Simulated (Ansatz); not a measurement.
One crystal and one scan (scan of one atom of the cell) at two levels, PBE (plane waves to 420 eV, PAW, scalar-relativistic; Ansatz, a program for electronic structure) and r2SCAN (plane waves to 500 eV, PAW, scalar-relativistic; Ansatz), each from its own relaxed cell and on its own mesh.

The crystal is CuAu (CuAu type, space group P4/mmm); one Au atom of a 2-atom cell moves by s along Cartesian [111], with its periodic images.

Energies are smeared free energies. CuAu is run without spin polarisation. CuAu was relaxed with its symmetry unable to fall. Spin-orbit coupling is left out, though Au is heavy. (r2SCAN) On this mesh the relaxed cell isn't quite at rest: it carries a pressure of -0.1 GPa (compression positive) at the zero of the scan. With partly filled bands, energies and forces of such displacements shift with the k mesh and the smearing. Both scans cover s from -0.270 to 0.270 Å.

| quantity | run 1 | run 2 |
|---|---|---|
| Lattice constant a (Å) | 2.861 | 2.882 |
| Lattice constant c (Å) | 3.552 | 3.615 |
| Relaxed volume (Å³/atom) | 14.53 | 15.01 |
| Energy at s = 0.270 Å (meV/cell) | 193 | 174 |
| Force along the line at s = -0.270 Å (eV/Å) | 1.588 | 1.427 |
| Force constant k = d²E/ds² at s = 0 (finite differences) (eV/Å²) | 4.76 | 4.30 |

Task: Which run is which level?

Result: Run 2 is PBE, run 1 is r2SCAN. PBE gives the higher value for: lattice constant a; lattice constant c; relaxed volume. PBE gives the lower value for: energy at s = 0.270 Å; force along the line at s = -0.270 Å; force constant k = d²E/ds² at s = 0. Both give the same symmetry of the curve: even: the same for both signs. Neither level is exact: the differences show how much the result hangs on the functional.

(A displaced cell: forces are minus the slopes of the energy, force constants its curvatures, and phonons follow from these.)
